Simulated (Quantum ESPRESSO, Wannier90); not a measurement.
KTaO$_{3}$ (cubic perovskite): Wannier90 run

```yaml
crystal:
  lattice:
    - [3.99488, 0.00000, 0.00000]
    - [0.00000, 3.99488, 0.00000]
    - [0.00000, 0.00000, 3.99488]
  atoms:
    - { symbol: K, position: [0.50000, 0.50000, 0.50000] }
    - { symbol: Ta, position: [0.00000, 0.00000, 0.00000] }
    - { symbol: O, position: [0.00000, 0.50000, 0.00000] }
    - { symbol: O, position: [0.50000, 0.00000, 0.00000] }
    - { symbol: O, position: [0.00000, 0.00000, 0.50000] }
```

Materials Project entry mp-3614; symmetrised, unrelaxed at this level. COD (Crystallography Open Database) records the formula in this space group. Ideal cubic forms of this type are often high-temperature phases that distort on cooling; symmetry holds the cell here, and its stability was not tested. Method: PBEsol plane waves in Quantum ESPRESSO 7.5 (PseudoDojo norm-conserving files, 68 Ry, no spin polarisation, no spin-orbit coupling), Bloch states on a 6×6×6 mesh through Γ, Wannier90 4.0.1. Density: 8×8×8 mesh, cold smearing 0.01 Ry. Spin-orbit coupling is left out although heavy elements are present.

Functional, cutoff and mesh named above are those of the base row (68); the first column says what each row takes instead. Model: 12 functions from bands 6-8,12-20, start SCDM (isolated) (the valence bands). Energies are relative to the valence-band maximum; the misfit is to pw.x on a path, for all bands of the set. Only the plane-wave cutoff changes (density cutoff four times as high). Ω_total can sit in another minimum from row to row; Ω_I of an isolated set cannot. A star marks runs that hit the step limit.

```tsv
ecutwfc (Ry)	Ω_I (Å²)	Ω_total (Å²)	rms misfit (meV)	gap (eV)	ΔE to highest cutoff (meV/atom)	plane waves a k-point, about (cost)	rough cost of nscf and overlaps (first row = 1)
34	11.01	12.44*	18	1.968	3183.9	1400	1.0
42	10.79	12.21*	8.4	2.076	1186.9	2000	1.2
51	10.74	12.16	3.6	2.108	337.3	2600	1.6
68	10.72	12.16	2.1	2.137	14.9	4100	2.4
84	10.72	12.14	2.1	2.136	0.3	5600	4
105	10.72	12.14	2.1	2.136	0.0	7800	4
```
